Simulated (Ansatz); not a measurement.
A scan (energy against volume; even scaling of the relaxed cell, symmetry kept) gave these values. Calculation: PBE (plane waves to 420 eV, PAW, scalar-relativistic; Ansatz, an electronic-structure program).

| Property | Value |
|---|---|
| Bulk modulus B₀ (third-order Birch-Murnaghan fit) | 21.8 GPa |
| Pressure derivative B₀′ (fit) | 4.7 |
| Equilibrium volume of the fit | 37.74 Å³/atom |

Q: Of these crystals, all scanned alike, which one is it?
A) Mg₂Ge (anti-fluorite)
B) NiSi₂ (fluorite type, space group Fm-3m)
C) CsPbCl₃ (cubic perovskite)

A: C, CsPbCl₃ (cubic perovskite). The others have, for the bulk modulus: Mg2Ge 49.7 GPa, NiSi2 145 GPa

All were relaxed with their symmetry unable to fall. NiSi2 is run without spin polarisation. Spin-orbit coupling is left out. This is a high-temperature form of CsPbCl3.

(A scan under strain: stresses follow from slopes of the energy per volume, elastic moduli from its curvatures.)
